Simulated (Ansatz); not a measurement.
Here is an unrelaxed guess for Be3S2.

```
CELL_PARAMETERS angstrom
2.30012 0.00000 0.00000
0.00000 2.30012 0.00000
0.00000 0.00000 6.90035
ATOMIC_POSITIONS crystal
Be 0.00000 0.00000 0.66667
Be 0.00000 0.00000 0.00000
Be 0.00000 0.00000 0.33333
S 0.50000 0.50000 0.83333
S 0.50000 0.50000 0.16667
```

Level of theory: DFT PBE, scalar-relativistic, plane waves, PAW in Ansatz 0.2.0. Cutoff 420 eV; k points 8×8×4 on the computed 5-atom cell (Γ-centred); Gaussian smearing, width 0.10 eV; no spin polarisation.

Formation energies are uncorrected and refer to the elements' standard structures at the same level.

Question: How far from equilibrium is it?

Answer: The pressure is 135.5 GPa (the mean over three directions, positive in compression), the largest force is 4.24 eV/Å, and the energy is +2.24 eV/atom against the elements. The shortest distance is 1.99 Å.

Question: Is it a good guess?

Answer: A poor one: relaxing gains about 2.0 eV/atom (the start's value is from the coarse mesh, so the gain is rough) in 20 ionic steps and ends at +0.24 eV/atom on the finer mesh. The symmetry stays P4/mmm (No. 123). The volume per atom grows by 71.5 %, from 7.3 to 12.5 Å³. The shortest distance goes from 1.99 Å (Be–S) to 2.19 Å (Be–Be). The ratio c/a of the conventional cell changes by a factor of 0.73. Conventional cell: a = 3.053 Å, c = 6.716 Å. Around Be on a site of symmetry 4mm lie 1 Be at 2.19 Å, 4 S at 2.23 Å and 1 Be at 2.34 Å; Be on a site of symmetry 4/mmm is surrounded by 2 Be at 2.19 Å and 8 S at 2.69 Å; S is surrounded by 4 Be at 2.23 Å.

The last run used a 12×12×6 mesh (in the run's order of axes) for its 5-atom cell and Gaussian smearing of 0.10 eV. The reference form of S is held partly by dispersion forces, which this level lacks. The relaxation can't lower the symmetry of the start, and the grade says only how near the guess is to its own end. Symmetry constrained the relaxation, so the result can be a saddle point.
